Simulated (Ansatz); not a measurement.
Theory: DFT PBE, scalar-relativistic, plane waves, PAW in Ansatz 0.2.0. All cells share a 420 eV cutoff and Γ-centred k meshes spaced at most about 0.3 Å⁻¹ (about 0.25 or finer for metals, 2π included). No spin polarisation in the final relaxations.

Temperature and zero-point effects are left out.

Compare these two cells of Ga4TeAs, each relaxed at this level.

A.

```
CELL_PARAMETERS angstrom
4.97221 0.00000 0.00000
0.00000 4.97221 0.00000
0.00000 0.00000 7.89530
ATOMIC_POSITIONS crystal
Ga 0.50000 0.00000 0.00000
Ga 0.00000 0.50000 0.00000
Ga 0.00000 0.00000 0.34333
Ga 0.00000 0.00000 0.65667
Te 0.50000 0.50000 0.50000
As 0.00000 0.00000 0.00000
```

B.

```
CELL_PARAMETERS angstrom
0.00000 4.03530 4.03530
4.03530 0.00000 4.03530
4.03530 4.03530 0.00000
ATOMIC_POSITIONS crystal
Ga 0.62473 0.62473 0.12581
Ga 0.62473 0.12581 0.62473
Ga 0.12581 0.62473 0.62473
Ga 0.62473 0.62473 0.62473
Te 0.00000 0.00000 0.00000
As 0.25000 0.25000 0.25000
```

Task: Which is lower in energy, and by how much?

Result: B is lower, by 232 meV/atom. A has space group P4/mmm (No. 123), 32.5 Å³/atom and no gap on its mesh; B has space group F-43m (No. 216), 21.9 Å³/atom and no gap. The shortest distance is 2.47 Å (Ga–Ga) in A and 2.85 Å (Ga–Ga) in B. The denser one is the lower, and pressure would at first widen the difference. Even the lower one lies +0.21 eV/atom against the reference forms of the elements (uncorrected), so neither is stable at this level. In A, Ga on a site of symmetry mmm has 2 As at 2.49 Å; Te has 8 Ga at 3.73 Å (long contacts); As has 4 Ga at 2.49 Å and 2 Ga at 2.71 Å; 1 more site not described. In B, Ga is surrounded by 6 Ga at 2.85–2.86 Å, 3 As at 3.35 Å and 3 Te at 3.35 Å; Te is surrounded by 12 Ga at 3.35 Å and 4 As at 3.49 Å; As has 12 Ga at 3.35 Å and 4 Te at 3.49 Å. Both come from invented guesses. A third cell relaxed alike, in P4/mmm, lies 130 meV/atom below the lower of the two.

Spin–orbit coupling, which can matter for Te, is left out. In P4/mmm, F-43m an odd number of electrons in the primitive cell allows no gap without spin; a larger cell or a magnetic state could open one. A magnetic state wasn't ruled out in cells without spin, among them P4/mmm, F-43m. Cells relaxed within their symmetry can be saddle points.
